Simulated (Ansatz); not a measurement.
Coordination and 10B quadrupole coupling in B6As

Cell: a Materials Project structure (computed, not necessarily an observed phase).

```cif
data_B6As
_symmetry_space_group_name_H-M 'R-3m:H'
_symmetry_Int_Tables_number 166
_cell_length_a 6.1368
_cell_length_b 6.1368
_cell_length_c 11.8948
_cell_angle_alpha 90.000
_cell_angle_beta 90.000
_cell_angle_gamma 120.000
loop_
_atom_site_label
_atom_site_type_symbol
_atom_site_symmetry_multiplicity
_atom_site_Wyckoff_symbol
_atom_site_fract_x
_atom_site_fract_y
_atom_site_fract_z
B1 B 18 h 0.8968 0.7936 0.1185
B3 B 18 h 0.1831 0.8169 0.6387
As As 6 c 0.0000 0.0000 0.6006
```

One atom of each set is listed; the run and its k-mesh use a cell of 14 atoms with edges of 5.32, 5.32, 5.32 Å.

Computed with Ansatz: DFT, PBE, plane waves and PAW (field gradients read without the response of the frozen cores, which leaves them typically 4 to 6 % off), scalar-relativistic, 420 eV cutoff, Γ-centred 6×6×6 k-points, Fermi–Dirac smearing 0.05 eV.

Q(10B) = 84.59 mb.

(1) Rank these B sites by |C_Q|, smallest first.
A. B1: 6 B at 1.77–1.90 Å
B. B3: 5 B at 1.73–1.81 Å, 1 As at 2.00 Å

## Answers

(1) B (0.619 MHz, η = 0.62), A (2.67 MHz, η = 0.25).

Like point charges on the first shell alone (each adding as 1/d³) would give the same order.
